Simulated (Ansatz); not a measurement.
TiB2 (MoSi2 or CaC2 type, I4/mmm) at seven volumes, DFT-r²SCAN in the program Ansatz with PAW potentials, shape and atoms relaxed at each. One row is withheld.

```
V (Å³/atom)  P (GPa)
-----------  -------
9.391          17.86
9.700              ?
10.010          5.09
10.320          0.00
10.629         -4.39
10.939         -8.17
11.248        -11.42
```

Fit the shown pressures and predict the withheld one.

P = (3/2)B₀(x^(7/2) − x^(5/2))[1 + (3/4)(B′ − 4)(x − 1)] with x = (V₀/V)^(2/3). Least squares on the six rows gives V₀ = 10.320 Å³/atom, B₀ = 157 GPa, B′ = 3.95. At V = 9.700, x = 1.0422 and P = 10.99 GPa. The run itself gave 11.00 GPa.

The cell is a constructed one: a structure type filled with these elements; neither database checked (COD, Materials Project) lists it. It is not the phase usual at ambient conditions (space group No. 191). The r²SCAN relaxation kept the symmetry of its start; whether a distortion lowers the energy is not shown. No spin polarisation was allowed.

Potentials: the earlier of the program's two PAW sets.
